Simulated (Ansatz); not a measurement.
Starting cell, CuI (zinc blende):

```yaml
crystal:
  lattice:
    - [0.00000, 6.07934, 6.07934]
    - [3.03967, 0.00000, 3.03967]
    - [3.03967, 3.03967, 0.00000]
  atoms:
    - { symbol: I, position: [0.37500, 0.75000, 0.75000] }
    - { symbol: I, position: [0.87500, 0.75000, 0.75000] }
    - { symbol: Cu, position: [0.00000, 0.00000, 0.00000] }
    - { symbol: Cu, position: [0.50000, 0.00000, 0.00000] }
```

The atoms are displaced by Q × the pattern below (from a DFPT mode at L = (0.5, 0.0, 0.0), largest move 1; Q in Å), at fixed cell. It is one choice among 2 degenerate patterns. (q is in reciprocal vectors of the primitive cell; the cell shown is doubled to hold the pattern.)

| atom | x | y | z |
|---|---|---|---|
| I1 | 0.234 | -0.426 | 0.660 |
| I2 | -0.234 | 0.426 | -0.660 |
| Cu3 | -0.285 | 0.520 | -0.805 |
| Cu4 | 0.285 | -0.520 | 0.805 |

These are PBE (plane waves to 420 eV, PAW, scalar-relativistic; Ansatz, a first-principles code) values and carry that method's errors. k mesh 9×9×9 (Γ-centred), Fermi-Dirac smearing 0.05 eV. E stands for the smeared free energy. Stress and pressure are positive under compression. CuI is run without spin polarisation. CuI was relaxed with its symmetry unable to fall. Spin-orbit coupling is left out, though I is heavy. The zero of ΔE is the undisplaced structure.

### Question
Predict the ΔE (eV/cell) and P (GPa) at Q (Å) = -0.233, -0.187, -0.140, -0.093, 0.093, 0.187, 0.233, 0.280.

### Answer
```json
[
 {"Q (Å)": "-0.233", "ΔE (eV/cell)": "0.0425", "P (GPa)": "-0.16"},
 {"Q (Å)": "-0.187", "ΔE (eV/cell)": "0.0268", "P (GPa)": "-0.11"},
 {"Q (Å)": "-0.140", "ΔE (eV/cell)": "0.0149", "P (GPa)": "-0.07"},
 {"Q (Å)": "-0.093", "ΔE (eV/cell)": "0.0066", "P (GPa)": "-0.04"},
 {"Q (Å)": "0.093", "ΔE (eV/cell)": "0.0066", "P (GPa)": "-0.04"},
 {"Q (Å)": "0.187", "ΔE (eV/cell)": "0.0268", "P (GPa)": "-0.11"},
 {"Q (Å)": "0.233", "ΔE (eV/cell)": "0.0425", "P (GPa)": "-0.16"},
 {"Q (Å)": "0.280", "ΔE (eV/cell)": "0.0621", "P (GPa)": "-0.22"}
]
```

(A displaced cell: forces are minus the slopes of the energy, force constants its curvatures, and phonons follow from these.)
